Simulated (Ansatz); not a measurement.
Input file for Ansatz (a quantum-chemistry and plane-wave program):

Ansatz 0.2 input:
```yaml
crystal:
  lattice:
    - [7.3391222445, 2.0111710034, 0.0]
    - [-7.3391222445, 2.0111710034, 0.0]
    - [-0.8278010296, 0.0, 9.9855342664]
  atoms:
    - { symbol: Te, position: [0.0357686773, 0.9642313227, 0.2877288673] }
    - { symbol: Te, position: [0.9642313227, 0.0357686773, 0.7122711327] }
    - { symbol: Te, position: [0.7783754801, 0.2216245199, 0.3356342034] }
    - { symbol: Te, position: [0.2216245199, 0.7783754801, 0.6643657966] }
    - { symbol: Te, position: [0.3710272207, 0.6289727793, 0.0316396687] }
    - { symbol: Te, position: [0.6289727793, 0.3710272207, 0.9683603313] }
    - { symbol: As, position: [0.6183375777, 0.3816624223, 0.4373881539] }
    - { symbol: As, position: [0.3816624223, 0.6183375777, 0.5626118461] }
    - { symbol: As, position: [0.2054186039, 0.7945813961, 0.1412749721] }
    - { symbol: As, position: [0.7945813961, 0.2054186039, 0.8587250279] }
kpoints:
  mp_grid: { grid: [7, 7, 3] }
hamiltonian:
  xc: r2scan
  dispersion: d4
  pseudopotentials: { kind: paw }
scf:
  occupations: { method: fixed }
checkpoint: { read: static.run }
output: { write_density: true, elf: true, volumetric_format: npy }
basis: { fft_grid_basis: typed }
```

Output (shortened):

```
Pseudopotential: Te, paw, valence charge 16
Pseudopotential: As, paw, valence charge 15
Functional definition: r2SCAN
Crystal: 10 atoms, lattice volume = 294.778 Å³
Basis set: ecut = 500 eV, 7497 PW (Γ), exchange–correlation on 240×240×300 points (64 copies of the dense FFT grid, shifted against one another)
Bands: 94, of which v1, the nominal top of the filled ones, is band 78 counted from 1 (77 counted from 0)
Symmetry: 4 space group operations
Space group: C2/m (ITA 12), of the structure as read, at distance tolerance 6.7e-5 Å
k-points: 44 of 147
Stability of the state it starts from, as read at its close in the unpolarized treatment …
iter 1 solved again at ethr=1.76e-7 eV; its pass at ethr=3.10e-3 eV (dr2=2.74e-4 eV) is discarded
SCF iter   1: F=—  HF=-61428.776007 eV  |F-HF|=—  |Δ(HF+E_count)|=         —  Δρ=6.08e-7  dr2=1.10e-9  dr2_τ=7.26e-11  ethr=1.76e-7  ⟨swp⟩=3.5  Hψ=22583  notcnv=0  defer=616
preconditioner: auto → Resta (q_TF=auto, 2.454 Å⁻¹)
SCF iter   2: F=—  HF=-61428.775977 eV  |F-HF|=—  |Δ(HF+E_count)|=   3.03e-5  Δρ=3.17e-7  dr2=4.07e-10  dr2_τ=6.86e-11  ethr=1.00e-12  ⟨swp⟩=13.4  Hψ=22645  notcnv=0
SCF iter   3: F=-61428.775977 eV  HF=-61428.775977 eV  |F-HF|=9.46e-11  |Δ(HF+E_count)|=  6.55e-11  Δρ=2.04e-7  dr2=1.33e-10  dr2_τ=8.85e-12  ethr=1.00e-12  ⟨swp⟩=1.0  Hψ=8013  notcnv=0
SCF 1 converged in 3 iterations: F = -61428.775977 eV  dr2 = 1.33e-10
SCF converged after 3 iterations
Free energy (F): -61428.775977 eV
Harris-Foulkes:  -61428.775977 eV  (|F-HF|=9.46e-11)
Internal energy: -61428.775977 eV  (E = F + TS)
E sigma→0 (E₀):  -61428.775977 eV
Fermi energy:    8.578446 eV
--- Per-component energies (eV) ---
  E_band       = -2714.731785
  E_kinetic    = 1486.433512
  E_local      = -15673.189132  (includes V_loc(G=0)·N_el)
  E_nonlocal   = -4543.908256
  E_hartree    = 9211.116908
  E_xc         = -985.295460
  E_vxc        = -1004.974252  (∫ρ·V_xc dr)
  E_paw        = -35504.696998  (= ΣΔE_a)
  E_vpaw       = -1460.371974  (= ΣTr[D̂ρ^β])
  E_aug_tail   = -0.000256  (compensation charges beyond the density's cutoff)
  E_vtau       = 59.044847  (kinetic-family band-sum trace: ∫τ·v_τ [+ j·A + Jᵃ·Aᵃ] dr)
  E_ewald      = -15413.559518
  E_disp       = -1.556278  (pairwise vdW)
  E_core_change = -4.120498  (= ΣΔE_core)
  E_smearing   =  0.000000  (= −TS)
  E_closure    =  0.000000  (closes the sum)
  Σ components = -61428.775977   (vs F -61428.775977, Δ=0.00e0)
  [band-id]    e_kinetic+e_local+e_nonlocal+2·e_hartree+e_vxc+e_vpaw+e_augmentation_tail+e_vtau = -2714.731696   (vs E_band -2714.731785, Δ=8.91e-5)
--- Band table (eV; the first three rows and the last of 44) ---
  k-point 0: bands = ["-29.1971", "-29.1971", "-29.1896", "-29.1895", "-29.0859", "-29.0858", "-29.0578", "-29.0575", "-29.0491", "-29.0490", "-29.0377", "-29.0376", "-29.0115", "-29.0097", "-28.9876", "-28.9867", "-28.9659", "-28.9609", "-28.9511", …
  k-point 1: bands = ["-29.1971", "-29.1971", "-29.1896", "-29.1895", "-29.0859", "-29.0858", "-29.0577", "-29.0575", "-29.0490", "-29.0490", "-29.0377", "-29.0376", "-29.0115", "-29.0097", "-28.9876", "-28.9868", "-28.9659", "-28.9609", "-28.9511", …
  k-point 2: bands = ["-29.1968", "-29.1968", "-29.1887", "-29.1887", "-29.0861", "-29.0860", "-29.0577", "-29.0575", "-29.0489", "-29.0488", "-29.0377", "-29.0377", "-29.0114", "-29.0098", "-28.9878", "-28.9870", "-28.9655", "-28.9608", "-28.9513", …
  k-point 43: bands = ["-29.1971", "-29.1971", "-29.1896", "-29.1895", "-29.0859", "-29.0858", "-29.0575", "-29.0572", "-29.0490", "-29.0490", "-29.0380", "-29.0378", "-29.0115", "-29.0097", "-28.9876", "-28.9867", "-28.9641", "-28.9627", "-28.9517", …
```

Cost: very roughly 2.5 core-minutes on shared cores.

The first step of the workflow began from a Materials Project structure, measured or hypothetical; the Crystallography Open Database files this formula in space group No. 12, but the cells were not matched. Whether it is the stable phase at ambient conditions was not checked. Symmetry was held in the r²SCAN+D4 relaxation; its stability against distortions is not shown here. Scalar-relativistic: spin–orbit coupling is off unless named, which matters more the heavier the elements.

Potentials: the later of the program's two PAW sets.

Ansatz is a plane-wave DFT program.
